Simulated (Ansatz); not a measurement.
**BaTiO$_{3}$ (Pm-3m), zone-centre modes**

Level of theory: DFT PBE, scalar-relativistic, plane waves, PAW in Ansatz 0.2.0. The runs took a 420 eV cutoff, a Γ-centred 8×6×6 mesh and Gaussian smearing (0.05 eV). No spin polarisation.

The undisturbed cell (relaxed at this level; it needn't be the usual structure):

```
Ba Ti O
1.0
    -4.01923    0.00000    0.00000
     0.00000    4.01923    4.01928
     0.00000    4.01923   -4.01928
Ba Ti O
2 2 6
Direct
  0.00000 0.00000 0.00000
  0.00000 0.50000 0.50000
  0.50000 0.50000 0.00000
  0.50000 0.00000 0.50000
  0.50000 0.25000 0.25000
  0.50000 0.75000 0.75000
  0.50000 0.25000 0.75000
  0.50000 0.75000 0.25000
  0.00000 0.50000 0.00000
  0.00000 0.00000 0.50000
```

Harmonic modes by finite displacements of 0.02 Å, without the LO–TO term. The cell doubles the primitive one, so its zone centre also holds the primitive cell's point q = (0, 1/2, 1/2).

**Question.** At this geometry, is the structure stable against these modes?

**Answer.** No: 4 modes are unstable, the strongest at 243i cm⁻¹.

**Question.** List the wavenumbers in cm⁻¹.

**Answer.** 243i, 243i, 242i, 192i, 0, 0, 0, 102, 102, 102, 164, 164, 164, 197, 271, 271, 280, 280, 280, 332, 341, 341, 349, 430, 430, 454, 454, 454, 458, 682.

Cost: 1 run of about 7.5 core-minutes, on Intel Xeon Platinum 8259CL (Skylake/Cascade Lake) (shared hosts).